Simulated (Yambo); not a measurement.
BSE-type run in Yambo on K$_{2}$PdC$_{2}$ (space group P-3m1, No. 164), at zero momentum.

Quantum ESPRESSO step (PBEsol, PseudoDojo standard norm-conserving files, scalar-relativistic):
```
&CONTROL
  calculation = 'nscf'
  pseudo_dir = './pseudo'
  outdir = './out'
/
&SYSTEM
  ibrav = 0
  nat = 5
  ntyp = 3
  ecutwfc = 82.0
  ecutrho = 328.0
  occupations = 'fixed'
  force_symmorphic = .true.
  nbnd = 70
/
&ELECTRONS
  conv_thr = 5e-09
  diago_full_acc = .true.
  diago_thr_init = 1e-08
/
ATOMIC_SPECIES
C 12.0110 C.upf
K 39.0983 K.upf
Pd 106.4200 Pd.upf
CELL_PARAMETERS angstrom
  5.118180043000   0.000000000000   0.000000000000
 -2.559090021000   4.432473938000   0.000000000000
  0.000000000000   0.000000000000   5.258140000000
ATOMIC_POSITIONS crystal
C   0.000000000000   0.000000000000   0.620200000000
C   0.000000000000   0.000000000000   0.379800000000
K   0.666666667000   0.333333333000   0.720200000000
K   0.333333333000   0.666666667000   0.279800000000
Pd   0.000000000000   0.000000000000   0.000000000000
K_POINTS automatic
6 6 4 0 0 0
```

Yambo input:
```
rim_cut
optics
bse
bss
dipoles
em1s
RandQpts= 1000000
RandGvec= 1 Ry
FFTGvecs= 40 Ry
Chimod= "HARTREE"
BSKmod= "SEX"
BSEmod= "resonant"
BSSmod= "hs"
BSENGexx= 15 Ry
BSENGBlk= 3 Ry
% KfnQP_E
 1.001 | 1.0 | 1.0 |
%
% BSEQptR
 1 | 1 |
%
% BSEBands
 15 | 29 |
%
% BEnRange
 0.0 | 8.2 | eV
%
% BDmRange
 0.15 | 0.15 | eV
%
BEnSteps= 164
% BLongDir
 0.0 | 0.0 | 1.0 |
%
BSHayTrs= -0.02
BSSNEig= 24
WRbsWF
% BndsRnXs
 5 | 66 |
%
NGsBlkXs= 3 Ry
% LongDrXs
 1.0 | 1.0 | 1.0 |
%
```

From the report:

The dimension is k points × valence × conduction bands = 144 × 8 × 7 = 8064.
```
  [SLEPC] Approach                          : Krylov-Schur
  [SLEPC] Number of requested eigenvalues   :  24
  [SLEPC] Number of eigenvalues        [NEV]:  24
   [K] Dimension                                    :   8064
   [K] Bands                                        :  15  29
   [K] Exchange res                                 : yes
   [K] Correlation res                              : yes
   [K] W interaction is bare                        : no
   [K] RL vectors exchange                          :   787
   [K] RL vectors correlation                       :   83
   [W] Matrix size                                  :   83
   [W] Bands                                        :    5   66
   [W] Coulomb Cutoff                               : none
   [W] Hxc Kernel                                   : HARTREE
```
Lowest eigenvalues (eV; in brackets the number of states within 2 meV): 1.89 (3), 1.96 (1), 2.15 (2), 2.29 (1), 2.30 (2), 2.32 (1). They depend on the mesh, which isn't converged, and on the G0W0 scissor.

Spin-orbit coupling is not included.

Geometry of the Materials Project entry, not relaxed at this level.

The structure is a Materials Project entry; no match was found in the copy of COD used, and its stability was not checked.
